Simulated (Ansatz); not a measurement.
Given:

Si$_{2}$BSb:
```xyz
4
Lattice="1.8359 1.0600 6.4011 -1.8359 1.0600 6.4011 0.0000 -2.1200 6.4011" Properties=species:S:1:pos:R:3 pbc="T T T"
B      0.0000     0.0000    18.9999
Sb     0.0000     0.0000     2.1120
Si     0.0000     0.0000     9.8664
Si     0.0000     0.0000    12.2295
```

This is the PBEsol-relaxed structure.

### Question
All from the program Ansatz at the PBEsol level (PAW), unless another level is named. Predict the electronic character.

### Answer
metallic (no gap).

### Question
Give the formation energy from the elements (no fitted shifts).

### Answer
0.36 eV/atom.

### Question
What about the density of states at the Fermi level?

### Answer
0.15 states/eV per atom (mean over ±0.08 eV).

Space group R3m. The start of the workflow was typed in or built on a structure type; neither database checked (COD, Materials Project) lists it. Its standing as an ambient phase is unchecked. The PBEsol relaxation kept the symmetry of its start; its stability against distortions is not shown here. The volume moved by 18 % from the start of the relaxation. Its formation energy is positive at this level, so the cell may be metastable or incomplete. The references are the lowest solids computed at this level, not always the standard phases. Scalar-relativistic: spin–orbit coupling is off unless named, which matters more the heavier the elements.

Potentials: the earlier of the program's two PAW sets. The files were generated under PBE; for other functionals the program regenerates the frozen cores, and for LDA and PBEsol the local potential too.
